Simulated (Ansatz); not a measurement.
# Bands of Li

```xyz
3
Lattice="1.5505 0.8952 7.5883 -1.5505 0.8952 7.5883 0.0000 -1.7904 7.5883" Properties=species:S:1:pos:R:3 pbc="T T T"
Li    0.0000    0.0000    0.0000
Li    0.0000    0.0000    5.0538
Li    0.0000    0.0000   17.7111
```

Atoms are numbered in the order listed.

Structure: COD 9017802, as refined from experiment and not relaxed.

All numbers below come from DFT, PBEsol, all-electron LAPW, scalar-relativistic (Ansatz 0.2.0).

The runs use a Γ-centred 12×12×12 k mesh, Fermi–Dirac smearing of 0.05 eV, basis error target 1 meV/atom, no spin polarisation.

Points in fractions of the reciprocal vectors of this cell: Γ (0, 0, 0), T (0.5, 0.5, 0.5), H2 (0.824, 0.176, 0.5), H0 (0.5, -0.176, 0.176), L (0.5, 0, 0), S0 (0.338, -0.338, 0), S2 (0.662, 0, 0.338), F (0.5, 0, 0.5). The path joins them by straight lines in the order Γ–T–H2–H0–L–Γ–S0–S2–F; legs that retrace an earlier one aren't tabulated. Energies are in eV from the Fermi level.

(1) Metal or insulator at this level of theory?

(2) Tabulate bands 2 to 7, counted from the lowest band of the run, along the path.

Answers

(1) No gap opens: metallic or semimetallic.

(2) 
```
k (1/Å)  point  band 2  band 3  band 4  band 5  band 6  band 7
   0.00      Γ  -45.99  -45.99   -3.49   -1.56   -1.56    5.55
   0.06         -45.99  -45.99   -3.48   -1.82   -1.28    4.99
   0.12         -45.99  -45.99   -3.45   -2.06   -1.00    4.45
   0.18         -45.99  -45.98   -3.40   -2.29   -0.72    3.95
   0.24         -45.99  -45.98   -3.33   -2.49   -0.45    3.51
   0.30         -45.99  -45.98   -3.24   -2.68   -0.21    3.15
   0.35         -45.99  -45.98   -3.13   -2.85   -0.04    2.91
   0.41      T  -45.99  -45.98   -3.00   -3.00    0.03    2.82
   0.60         -45.99  -45.98   -2.90   -2.90    0.16    2.87
   0.79         -45.99  -45.98   -2.60   -2.59    0.55    2.98
   0.98         -45.99  -45.98   -2.09   -2.09    1.21    3.14
   1.16         -45.98  -45.98   -1.38   -1.38    2.12    3.27
   1.35         -45.98  -45.98   -0.48   -0.47    3.25    3.26
   1.54         -45.98  -45.98    0.58    0.60    2.90    2.98
   1.73     H2  -45.98  -45.98    1.50    1.80    2.13    2.29
   1.77         -45.98  -45.98    1.50    1.86    2.13    2.26
   1.81         -45.98  -45.98    1.49    1.91    2.13    2.24
   1.85         -45.98  -45.98    1.49    1.94    2.13    2.22
   1.89         -45.98  -45.98    1.49    1.94    2.13    2.22
   1.93         -45.98  -45.98    1.49    1.91    2.13    2.24
   1.97         -45.98  -45.98    1.50    1.86    2.13    2.26
   2.01     H0  -45.98  -45.98    1.50    1.80    2.13    2.29
   2.11         -45.98  -45.98    1.26    1.93    2.18    2.46
   2.21         -45.98  -45.98    0.89    1.61    1.94    3.02
   2.32         -45.98  -45.98    0.56    1.34    1.64    3.40
   2.42         -45.98  -45.98    0.30    1.11    1.38    3.58
   2.52         -45.98  -45.98    0.12    0.95    1.20    3.63
   2.62         -45.98  -45.98    0.01    0.85    1.09    3.64
   2.72      L  -45.98  -45.98   -0.03    0.82    1.05    3.63
   2.89         -45.98  -45.98   -0.65    0.64    1.26    3.29
   3.06         -45.98  -45.98   -1.48    0.01    0.90    3.85
   3.23         -45.98  -45.98   -2.20   -0.59    0.16    4.82
   3.40         -45.99  -45.98   -2.76   -1.07   -0.51    5.26
   3.57         -45.99  -45.98   -3.17   -1.39   -1.03    5.34
   3.73         -45.99  -45.99   -3.41   -1.56   -1.38    5.41
   3.90      Γ  -45.99  -45.99   -3.49   -1.56   -1.56    5.55
   4.10         -45.99  -45.99   -3.38   -1.44   -1.44    5.62
   4.29         -45.99  -45.98   -3.05   -1.09   -1.09    5.80
   4.49         -45.99  -45.98   -2.50   -0.52   -0.52    5.95
   4.68         -45.98  -45.98   -1.73    0.25    0.25    5.59
   4.88         -45.98  -45.98   -0.74    1.15    1.16    4.34
   5.08         -45.98  -45.98    0.46    1.97    2.05    3.03
   5.27     S0  -45.98  -45.98    1.49    1.94    2.13    2.22
   5.31         -45.98  -45.98    1.49    1.96    2.13    2.21
   5.35         -45.98  -45.98    1.49    1.97    2.14    2.20
   5.39         -45.98  -45.98    1.49    1.98    2.14    2.20
   5.43         -45.98  -45.98    1.49    1.98    2.14    2.20
   5.47         -45.98  -45.98    1.49    1.97    2.14    2.20
   5.51         -45.98  -45.98    1.49    1.96    2.13    2.21
   5.55     S2  -45.98  -45.98    1.49    1.94    2.13    2.22
   5.64         -45.98  -45.98    1.30    1.52    1.95    2.75
   5.74         -45.98  -45.98    1.01    1.16    1.74    3.13
   5.83         -45.98  -45.98    0.74    0.87    1.55    3.18
   5.92         -45.98  -45.98    0.53    0.64    1.38    3.17
   6.02         -45.98  -45.98    0.38    0.48    1.25    3.15
   6.11         -45.98  -45.98    0.29    0.38    1.18    3.13
   6.21      F  -45.98  -45.98    0.26    0.35    1.15    3.12
```
